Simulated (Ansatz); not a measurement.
Map of one atom of the cell for MoS2 (3R-MoS2 type, space group R3m)

Relaxed MoS₂ (3R-MoS2 type, space group R3m):

```yaml
crystal:
  lattice:
    - [1.58770, 0.91666, 6.19534]
    - [-1.58770, 0.91666, 6.19534]
    - [0.00000, -1.83332, 6.19534]
  atoms:
    - { symbol: Mo, position: [0.00000, 0.00000, 0.00000] }
    - { symbol: S, position: [0.75029, 0.75029, 0.75029] }
    - { symbol: S, position: [0.58300, 0.58300, 0.58300] }
```

In this cell atom 2 (S, nearest neighbour Mo at 2.403 Å; its periodic images, 3.2 Å or more away, move with it) is moved by u·(0.707, 0.707, 0.000) + v·(0.000, 0.000, 1.000); the rest is frozen.

Computed with r2SCAN+rVV10 (plane waves to 500 eV, PAW, scalar-relativistic; Ansatz, an electronic-structure program). k mesh 10×10×10 (Γ-centred), Fermi-Dirac smearing 0.05 eV. Energies are smeared free energies. Points where atoms come too close for the PAW data are left out (x in tables, blank in figures). As the smearing reaches across the gap at some points, energies and forces of such displacements shift with the k mesh and the smearing. Fu and Fv are the components of the force on the atom. MoS2 is run without spin polarisation. MoS2 was relaxed with its symmetry unable to fall. The PAW data are Ansatz's earlier set. This is one of several known forms of MoS2; the measured ambient cells at hand have space group No. 194. ΔE is measured from the undisplaced structure. Axes are in Å.

ΔE (meV/cell), with u across and v down:

```
v \ u   -0.360  -0.240  -0.120  0.000  0.120  0.240  0.360
------  ------  ------  ------  -----  -----  -----  -----
-0.360       x    2119    1589   1423   1571   1974   2570
-0.240    1862    1146     738    609    725   1047   1533
-0.120    1087     550     240    141    232    487    875
0.000      707     308      75      0     70    268    575
0.120      645     350     176    119    173    326    565
0.240      821     605     476    433    474    592    776
0.360     1168    1011     915    884    914   1004   1144
```

Fv (eV/Å), with u across and v down:

```csv
v \ u,-0.360,-0.240,-0.120,0.000,0.120,0.240,0.360
-0.360,x,9.41,8.24,7.84,8.22,9.10,10.17
-0.240,8.27,6.60,5.68,5.40,5.63,6.24,7.09
-0.120,4.71,3.40,2.67,2.45,2.64,3.16,3.91
0.000,1.73,0.73,0.17,0.00,0.15,0.57,1.20
0.120,-0.58,-1.33,-1.76,-1.89,-1.77,-1.44,-0.93
0.240,-2.27,-2.83,-3.16,-3.26,-3.17,-2.90,-2.50
0.360,-3.42,-3.85,-4.10,-4.17,-4.10,-3.89,-3.56
```

Read from the data:

| Quantity | Value |
|---|---|
| Principal force constants in the plane (five-point differences of the forces) | 10.1 and 18.1 eV/Å² |
| Softest direction at the centre | along u |
| Centre of the map | a minimum |
| Lowest place on the grid | u = 0.000 Å, v = 0.000 Å (0 meV/cell) |

(For displaced atoms, the force is minus the slope of the energy, and its curvature is a force constant, which sets phonon frequencies.)
